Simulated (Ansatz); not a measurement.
# Si₂Ni (Fm-3m): phonons

Level of theory: LDA, all-electron LAPW in Ansatz 0.2.0, scalar-relativistic.

The cell is the relaxed one with its volume scaled by 0.97.

Launched as:

```sh
ansatz run input.yaml --threads 2 --pin off --max-ram 6144MiB --backend cpu --events-out ev --progress --plain --runs-dir out
```

Input:

```yaml
crystal:
  lattice:
    - [0.0, 2.64738508837, 2.64738508837]
    - [2.64738508837, 0.0, 2.64738508837]
    - [2.64738508837, 2.64738508837, 0.0]
  atoms:
    - { symbol: Si, position: [0.25, 0.25, 0.25] }
    - { symbol: Si, position: [0.75, 0.75, 0.75] }
    - { symbol: Ni, position: [0.0, 0.0, 0.0] }
kpoints:
  mp_grid: { grid: [8, 8, 8] }
scf:
  occupations: { method: fermi_dirac, width: 0.1 }
hamiltonian:
  xc: lda
  pseudopotentials: { kind: all_electron, lapw: { basis_error: 0.0005 } }
phonons:
  qmesh: [2, 2, 2]
  qpath:
    path:
      - [0.0, 0.0, 0.0]
      - [0.5, 0.0, 0.5]
      - [0.625, 0.25, 0.625]
      - [0.375, 0.375, 0.75]
      - [0.0, 0.0, 0.0]
      - [0.5, 0.5, 0.5]
      - [0.5, 0.25, 0.75]
      - [0.5, 0.0, 0.5]
    npoints: 6
  temperatures: { t_min: 0, t_max: 1000, t_step: 100 }
```

The program printed:

```
Warning: RAYON_NUM_THREADS=2 ignored (pool sized by the plan → 2); use --threads N
LAPW: plane waves up to 9.753 Å⁻¹, error target 5.0e-4 eV per atom; small_component_spin mean_spin; Si in spheres of 1.022 Å, 12 of its electrons in bands, Dirac shells []; Ni in spheres of 1.202 Å, 18 of its electrons in bands, ...
Engine: ansatz 0.2.0, aarch64-unknown-linux-gnu
Pseudopotentials: kind: all_electron
Pseudopotential: Si, LAPW, valence charge 12, lapw/all_electron/scalar/gaussian/Si, Koelling and Harmon's equation, gaussian nucleus
Pseudopotential: Ni, LAPW, valence charge 18, lapw/all_electron/scalar/gaussian/Ni, Koelling and Harmon's equation, gaussian nucleus
Functional definition: SPW92
  exchange = slater_x
  correlation = pw_c
Crystal: 6 atoms, lattice volume = 74.218 Å³
Basis set: ecut = 362.4178604403492 eV, 1149 PW (Γ), FFT grids on a1, a2, −a1+a2+a3, exchange–correlation at level 2
Bands: 52, of which v1, the nominal top of the filled ones, is band 42 counted from 1 (41 counted from 0)
Symmetry: 32 space group operations
k-points: 39 of 256
Non-local potential: Si, projectors of the file, none
Non-local potential: Ni, projectors of the file, none
Initial density: superposition of atomic densities (chi_scale 0.1, normalization cell, long waves kept (reshape's long-wave potential 0.00 eV rms))
Initial wavefunctions: plane waves of lowest kinetic energy (no species holds an atomic orbital)
Functional: x = slater, c = lda
iter 1 solved again at ethr=6.22e-3 eV; its pass at ethr=1.00e-1 eV (dr2=5.23e0 eV) is discarded
SCF iter   1: F=—  HF=-114098.686589 eV  |F-HF|=—  |Δ(HF+E_count)|=         —  Δρ=6.38e-2  dr2=5.22e0  ethr=6.22e-3  ⟨swp⟩=2.0  Hψ=13478  notcnv=0
preconditioner: auto → Kerker (q_TF=auto, 2.785 Å⁻¹)  [metal: Δε(μ)=0.113 eV  Ē_g=9.981 eV  σ=0.100 eV  W_gap=0.27  n_scr=28 (ndim 8)  ℏωp=25.9 eV  f_vac=0.000  D(μ)=1.64/eV (n_scr^D=6)]
[... 97 lines left out ...]
E sigma→0 (E₀):  -114096.751384 eV
Entropy (-TS):   -0.053999 eV (-9.000 meV/atom)
Fermi energy:    15.475032 eV
--- Per-component energies (eV) ---
  E_band       = -3341.921408
  E_kinetic    = 115449.826621
  E_xc         = -5496.918570
  E_electrostatic = -224049.632436  (all electrons and nuclei)
  E_smearing   = -0.053999  (= −TS)
  E_closure    = 0.000000  (closes the sum)
  Σ components = -114096.778383   (vs F -114096.778383, Δ=0.00e0)
  Basis errors (estimates in eV, not in F): energy 1.9e-4 per atom: plane waves 1.7e-4 (1.0e-4 summed), levels above the bands 5.0e-29, relativity 7.2e-9, radial functions 1.8e-5, core shells 5.7e-10; eigenvalues (radial ...
--- Forces (eV/Å), atoms counted from 1 ---
  atom   1  Si     0.00000000    -0.00000000    -0.00000000
  atom   2  Si    -0.00000000    -0.00000000    -0.00000000
  atom   3  Ni     0.00000000     0.00000000    -0.00000000
  atom   4  Si    -0.00000000    -0.00000000    -0.00000000
  atom   5  Si     0.00000000    -0.00000000    -0.00000000
  atom   6  Ni     0.00000000     0.00000000     0.00000000
  max |Σ_I F_I| component: 6.94e-18 eV/Å
--- Phonons: 5 displaced members + 2 references (amplitude of the first 0.01 Å, Σ member SCF iterations 30) ---
  ASR residual: 2.551e-4 → 0.000e0 eV/Å²; symmetrization residual: 4.281e-4 eV/Å²
  largest component of a force at the reference: 1.4e-17 eV/Å
  ASR residual per site (eV/Å²): 1.83e-4 1.83e-4 2.55e-4
  Γ frequencies (cm⁻¹): 0.00 0.00 0.00 336.12 336.12 336.12 353.52 353.52 353.52
--- Phonons (by wavevector): 3 wavevectors in 2 supercells ---
  supercell 1 (2 cells, vectors [1, 0, 0], [0, 1, -1], [0, 0, 2] in multiples of the cell's): 2 displaced members by 0.01 Å; free energy -114096.778383 eV; taken off its force constants: by the sum rule 2.6e-4, by the ...
  symmetry images taken by strict's conditions (phonons.symmetry_images: auto; settled by no image being taken that strict refuses)
  supercell 2 (2 cells, vectors [1, 0, 0], [0, 1, 0], [0, 0, 2] in multiples of the cell's): 3 displaced members by 0.01 Å; free energy -114096.778383 eV; taken off its force constants: by the sum rule 1.6e-4, by the ...
  symmetry images taken by strict's conditions (phonons.symmetry_images: auto; settled by no image being taken that strict refuses)
  q = [0.0000, 0.0000, 0.0000] (star 1, supercell 1; hermiticity 2.42e-50, symmetrization 7.59e-5): -0.00 0.00 0.00 336.12 336.12 336.12 353.52 353.52 353.52
  q = [0.0000, 0.0000, -0.5000] (star 4, supercell 2; hermiticity 9.51e-17, symmetrization 5.55e-16): 104.90 104.90 286.61 322.22 322.22 374.39 374.60 374.60 418.22
  q = [0.0000, -0.5000, -0.5000] (star 3, supercell 1; hermiticity 5.97e-17, symmetrization 3.14e-16): 149.75 149.75 267.93 267.93 274.57 275.26 412.21 412.21 449.02
  joined force constants: q→R imaginary residual 3.05e-17
  density of states and harmonic sums: on the 20×20×20 q-mesh, interpolated from the force constants of a 2×2×2 supercell (no non-analytic term)
  largest difference from the sums on the solved wave vectors: F 5.12e-2 eV, S 8.35e-5 and C_V 3.23e-5 eV/K
```

The calculation finished and met its thresholds.

**Phonons on the q mesh**

Harmonic phonons of a crystal by Kohn-Sham DFT at the given cell, standard atomic masses, acoustic sum rule imposed; negative wavenumbers are unstable modes; one row a degenerate set, branches counted upwards.

```json
{"Unstable phonons": "no"}
```

```
point  q a (r.l.u.)  q b (r.l.u.)  q c (r.l.u.)  branch  phonon wavenumber (cm⁻¹)  degeneracy
Gamma             0             0             0       4                     336.1           3
Gamma             0             0             0       7                     353.5           3
    L           0.5             0             0       1                     104.9           2
    L           0.5             0             0       3                     286.6           1
    L           0.5             0             0       4                     322.2           2
    L           0.5             0             0       6                     374.4           1
    L           0.5             0             0       7                     374.6           2
    L           0.5             0             0       9                     418.2           1
    X           0.5           0.5             0       1                     149.8           2
    X           0.5           0.5             0       3                     267.9           2
    X           0.5           0.5             0       5                     274.6           1
    X           0.5           0.5             0       6                     275.3           1
    X           0.5           0.5             0       7                     412.2           2
    X           0.5           0.5             0       9                       449           1
```

Zone-centre phonons:

Optical zone-centre levels upwards with Mulliken labels, activity, and the element with most of the kinetic energy.

- Point group: m-3m

| number | phonon wavenumber (cm⁻¹) | label | infrared | raman | lead element |
| --- | --- | --- | --- | --- | --- |
| 1 | 336.1 | T1u | yes | no | Si |
| 2 | 353.5 | T2g | no | yes | Si |

**Harmonic thermodynamics**

Sums over wave vectors interpolated from the q mesh.

```json
{
  "Zero point energy": "54.64 meV/atom"
}
```

```tsv
temperature (K)	phonon heat capacity (k_B/atom)	phonon entropy (k_B/atom)	phonon free energy (meV/atom)
100	0.9704	0.4939	53.32
200	2.067	1.552	44.54
300	2.515	2.488	26.99
400	2.71	3.242	2.18
500	2.809	3.859	-28.5
600	2.865	4.376	-64.04
700	2.9	4.821	-103.7
800	2.923	5.21	-147
900	2.939	5.555	-193.4
1000	2.95	5.865	-242.6
```

Limits of these numbers: responses of metals move with mesh and smearing; cell scaled away from its relaxed volume; activity by symmetry alone, a metal screens infrared modes; coarse q mesh.

It took 12 min on 2 threads of Arm Neoverse V1, on a shared host, peak memory 1.5 GiB.
